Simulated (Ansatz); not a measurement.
## HfO2: from a starting cell to a relaxed one

The start is a generated cell, HfO2 built in the baddeleyite structure type. Cell shape, volume and atoms are optimised at zero target pressure with PBE (plane waves to 420 eV, PAW, scalar-relativistic; Ansatz, a quantum-chemistry and plane-wave program). The first steps use a coarse 4×4×4 k-mesh.

Input geometry:
```
CELL_PARAMETERS angstrom
      5.13229     0.00000     0.00000
      0.00000     5.19318     0.00000
     -0.84987     0.00000     5.22990
ATOMIC_POSITIONS crystal
  Hf 0.27540 0.03950 0.20830
  Hf 0.72460 0.53950 0.29170
  Hf 0.72460 0.96050 0.79170
  Hf 0.27540 0.46050 0.70830
  O  0.07000 0.33170 0.34470
  O  0.93000 0.83170 0.15530
  O  0.93000 0.66830 0.65530
  O  0.07000 0.16830 0.84470
  O  0.44960 0.75690 0.47920
  O  0.55040 0.25690 0.02080
  O  0.55040 0.24310 0.52080
  O  0.44960 0.74310 0.97920
```

```json
{
  "initial_pressure": "+3.9 GPa (positive: the cell is compressed)",
  "outcome": "The space group stays P2₁/c (No. 14) (the run could not lower it); the end is AFLOW prototype A2B_mP12_14_2e_e (C43, as in ZrO2), with 12 atoms in the primitive cell",
  "energy_released": "0.003 eV/atom",
  "volume_change": "+1.9 %, from 11.62 to 11.83 Å³/atom",
  "Shortest distances (start → end)": "The closest pairs of elements (up to four, under 3.6 Å), start → end: Hf–O 2.04 → 2.05 Å; O–O 2.53 → 2.55 Å; Hf–Hf 3.32 → 3.34 Å",
  "band_gap_at_the_end": "4.04 eV, indirect (valence top at Γ, conduction bottom at Y2) (no spin-orbit coupling)",
  "optimiser_moves": "7"
}
```

It ends as:

```cif
data_Hf4O8
_chemical_formula_sum 'Hf4 O8'
_space_group_name_H-M_alt 'P21/c'
_space_group_IT_number 14
_space_group_name_Hall '-P 2ybc'
_cell_length_a 5.16171
_cell_length_b 5.21252
_cell_length_c 5.35275
_cell_angle_alpha 90.000
_cell_angle_beta 99.657
_cell_angle_gamma 90.000
loop_
_space_group_symop_operation_xyz
  'x, y, z'
  '-x, -y, -z'
  '-x, y+1/2, -z+1/2'
  'x, -y+1/2, z+1/2'
loop_
_atom_site_label
_atom_site_type_symbol
_atom_site_symmetry_multiplicity
_atom_site_Wyckoff_symbol
_atom_site_fract_x
_atom_site_fract_y
_atom_site_fract_z
_atom_site_occupancy
Hf1 Hf 4 e 0.27575 0.04288 0.20838 1
O1 O 4 e 0.06713 0.32863 0.34846 1
O2 O 4 e 0.55083 0.25720 0.02335 1
```

Final values are on a 5×5×5 k-mesh of the relaxed cell. No spin polarisation in the result.

The run could not lose the symmetry of its start.

The first start was generated by placing the elements on the sites of a structure type. A measured structure of HfO2 has the same space group, P2₁/c (No. 14); the sites were not compared with it.
